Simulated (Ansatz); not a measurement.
**CdInC₄N₄, before and after**

The guess for CdInC₄N₄ was made by a generator: two interpenetrating cyanide-bridged diamond nets (P-43m, No. 215). Lengths were set from tabulated atomic sizes, so they are only a guess.

start.cif

```cif
data_structure
_symmetry_space_group_name_H-M 'P-43m'
_symmetry_Int_Tables_number 215
_cell_length_a 6.0835
_cell_length_b 6.0835
_cell_length_c 6.0835
_cell_angle_alpha 90.000
_cell_angle_beta 90.000
_cell_angle_gamma 90.000
_cell_volume 225.15
loop_
_atom_site_label
_atom_site_type_symbol
_atom_site_symmetry_multiplicity
_atom_site_Wyckoff_symbol
_atom_site_fract_x
_atom_site_fract_y
_atom_site_fract_z
_atom_site_occupancy
Cd1 Cd 1 b 0.50000 0.50000 0.50000 1
In1 In 1 a 0.00000 0.00000 0.00000 1
C1 C 4 e 0.18990 0.18990 0.18990 1
N1 N 4 e 0.30094 0.30094 0.30094 1
```

All numbers below come from Ansatz 0.2.0, DFT PBE, scalar-relativistic, plane waves, PAW. Cutoff 420 eV, Gaussian smearing, Γ-centred meshes. Cell and atoms relax first on a coarse mesh and then on a finer one. In between, the cell is made exact in the group found at 0.06 Å. In metals the finer mesh still leaves noise of several meV/atom or more. The steps can't lower the symmetry of their start. No spin polarisation.

end.cif

```cif
data_structure
_symmetry_space_group_name_H-M 'P-43m'
_symmetry_Int_Tables_number 215
_cell_length_a 6.3861
_cell_length_b 6.3861
_cell_length_c 6.3861
_cell_angle_alpha 90.000
_cell_angle_beta 90.000
_cell_angle_gamma 90.000
_cell_volume 260.44
loop_
_atom_site_label
_atom_site_type_symbol
_atom_site_symmetry_multiplicity
_atom_site_Wyckoff_symbol
_atom_site_fract_x
_atom_site_fract_y
_atom_site_fract_z
_atom_site_occupancy
Cd1 Cd 1 b 0.50000 0.50000 0.50000 1
In1 In 1 a 0.00000 0.00000 0.00000 1
C1 C 4 e 0.19612 0.19612 0.19612 1
N1 N 4 e 0.30207 0.30207 0.30207 1
```

The symmetry stays P-43m (No. 215). The volume per atom grows by 15.7 %, from 22.5 to 26.0 Å³. The shortest distance stays 1.17 Å (C–N). The energy falls by about 0.10 eV/atom (the start's value is from the coarse mesh).

```json
{
  "Volume per atom": "26.04 Å³",
  "Density": "2.11 g/cm³",
  "Formation energy": "+0.61 eV/atom",
  "Gap on the 6×6×6 mesh of the 10-atom cell": "0 eV (a metal)"
}
```

The zero of energy is the elements' standard structures at the same level (N₂ as a molecule); no fitted shifts are applied. It can't be a ground state, since the elements alone are lower.

The last run used Gaussian smearing of 0.10 eV. An odd number of electrons in the primitive cell allows no gap without spin; a larger cell or a magnetic state could open one. The cell is a metal run without spin; a magnetic state may lie lower. The reference form of C is held partly by dispersion forces, which this level lacks. Symmetry constrained the relaxation, so the result can be a saddle point. In all, the 3 runs took 92 s on 1 thread of Intel(R) Xeon(R) Platinum 8488C (Sapphire Rapids) (shared host).
